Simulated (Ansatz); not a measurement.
A geometry of MgZn2 away from equilibrium: the start of the relaxation of a relaxed MgZn2 cell stretched uniformly to 130 % of its volume. The numbers are results of PBEsol (plane waves to 420 eV, PAW, scalar-relativistic; Ansatz, a program for electronic structure), not measurements. Γ-centred k-mesh 10×10×5 on the run's cell (coarser than for final values), Fermi–Dirac smearing 0.05 eV.

```xyz
6
Lattice="5.7740 -1.6165 0.0000 5.7740 1.6165 0.0000 -1.8290 0.0000 6.7199" Properties=species:S:1:pos:R:3 pbc="T T T"
Mg     5.1484     0.0000     1.4783
Mg     4.5706     0.0000     5.2415
Zn     2.0404     0.0000     0.8925
Zn     7.6786     0.0000     5.8274
Zn     8.8888     0.0000     3.0975
Zn     0.8302     0.0000     3.6224
```

What forces act on the atoms (eV/Å)?


```json
[
 {"atom": "Mg1", "Fx": "-0.06", "Fy": "0.00", "Fz": "0.09"},
 {"atom": "Mg2", "Fx": "0.06", "Fy": "0.00", "Fz": "-0.09"},
 {"atom": "Zn3", "Fx": "0.06", "Fy": "0.00", "Fz": "0.06"},
 {"atom": "Zn4", "Fx": "-0.06", "Fy": "0.00", "Fz": "-0.06"},
 {"atom": "Zn5", "Fx": "-0.16", "Fy": "0.00", "Fz": "-0.01"},
 {"atom": "Zn6", "Fx": "0.16", "Fy": "0.00", "Fz": "0.01"}
]
```

What is the pressure?

-8.8 GPa, compression positive.

How much energy per atom can still be gained by relaxing?

0.18 eV/atom; the path ends in C2/m (No. 12).

No spin polarisation in the result.

The run could not lose the symmetry of its start.

The cell that was disturbed is our relaxation of an entry of Materials Project.
